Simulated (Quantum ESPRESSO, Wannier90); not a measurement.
**PbF4 (I4/mmm): Wannier90 run**

```xyz
5
Lattice="4.2935 0.0000 0.0000 0.0000 4.2935 0.0000 -2.1467 -2.1467 3.9330" Properties=species:S:1:pos:R:3 pbc="T T T"
Pb     0.0000     0.0000     0.0000
F     -2.1468    -2.1468     1.9520
F      2.1468     2.1468    -1.9520
F      0.0000     2.1467     0.0000
F      2.1467     0.0000     0.0000
```

Structure: Materials Project mp-341, symmetrised, not relaxed again. COD (Crystallography Open Database) has an entry of this formula and space group (matched by these alone). Level: PBEsol, no spin polarisation, no spin-orbit coupling; pw.x of Quantum ESPRESSO at 68 Ry with PseudoDojo potentials, 6×6×6 k-points, Wannier90. Density: 8×8×8 mesh, cold smearing 0.01 Ry. The cell is built of weakly bound layers, chains or molecules. Database cells relaxed without dispersion often hold them too far apart, which can enlarge gaps and weakens couplings between them; spacing and stacking were not compared with the measured crystal. Spin-orbit coupling is left out although heavy elements are present.

Base run: 20 functions from bands 1-4,10-36 of the 36 computed, start hydrogen-like Pb: s;p; F: s;p, centres 0.05 Å off the atoms, frozen window up to 3.43 eV relative to the valence-band maximum, outer window open. Bands 5–9 (Pb 5d 94 %) lie between the kept ones and are excluded. One thing is changed at a time; window edges are relative to the valence-band maximum. The misfit compares interpolated bands with pw.x on a high-symmetry path, for states up to 2.9 eV relative to the valence-band maximum. Converged means that the tolerances were met: symmetric starts can stop on a saddle, which shows as a larger Ω_OD at equal Ω_I and can move the misfit too.

Task: Which of these settings interpolates worst among those that finish?
(A) base
(B) no frozen window
(C) frozen window to 4.43 eV
(D) frozen window to 2.43 eV
(E) frozen window to 2.93 eV

Result: B, no frozen window. The whole sweep:

```tsv
setting	functions	frozen to (eV)	Ω_I (Å²)	Ω_D (Å²)	Ω_OD (Å²)	rms misfit (meV)	worst (meV)	ended
base	20	3.43	11.19	0.00	2.45	0.7	8.3	converged
frozen window to 2.43 eV	20	2.43	11.16	0.00	2.46	5.9	75	converged
frozen window to 4.43 eV	20	4.43	11.22	0.00	2.44	0.3	2.6	converged
frozen window to 2.93 eV	20	2.93	11.17	0.00	2.45	1.0	25	converged
no frozen window	20	none	10.26	0.00	2.35	330	1139	converged
```

Runs of this sweep that didn't settle are not listed.
